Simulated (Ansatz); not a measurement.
SrAg4Sb2 in space group R-3m (No. 166; Sr on 3a, Ag on 6c, Ag on 6c, Sb on 6c) under volume change, the program Ansatz at the r²SCAN level (PAW), shape and atoms relaxed at each volume.

```json
[
 {"V (Å³/atom)": "21.452", "E − E(relaxed) (meV/atom)": "39.6", "P (GPa)": "6.56"},
 {"V (Å³/atom)": "22.159", "E − E(relaxed) (meV/atom)": "16.5", "P (GPa)": "3.98"},
 {"V (Å³/atom)": "22.866", "E − E(relaxed) (meV/atom)": "3.9", "P (GPa)": "1.82"},
 {"V (Å³/atom)": "23.573", "E − E(relaxed) (meV/atom)": "0.0", "P (GPa)": "0.00"},
 {"V (Å³/atom)": "24.280", "E − E(relaxed) (meV/atom)": "3.5", "P (GPa)": "-1.54"},
 {"V (Å³/atom)": "24.988", "E − E(relaxed) (meV/atom)": "13.1", "P (GPa)": "-2.80"},
 {"V (Å³/atom)": "25.695", "E − E(relaxed) (meV/atom)": "27.9", "P (GPa)": "-3.86"}
]
```

**Question.** What does a third-order Birch–Murnaghan fit give for V₀, B₀ and B′?

**Answer.** V₀ = 23.57 Å³/atom, B₀ = 55.3 GPa, B′ = 4.9.

The workflow started from an entry of the Crystallography Open Database (COD, 295 K). Whether it is the stable phase at ambient conditions was not checked. Symmetry was held in the r²SCAN relaxation; whether a distortion lowers the energy is not shown. No spin polarisation was allowed. Spin–orbit coupling is left out wherever it is not named.

Potentials: the later of the program's two PAW sets.
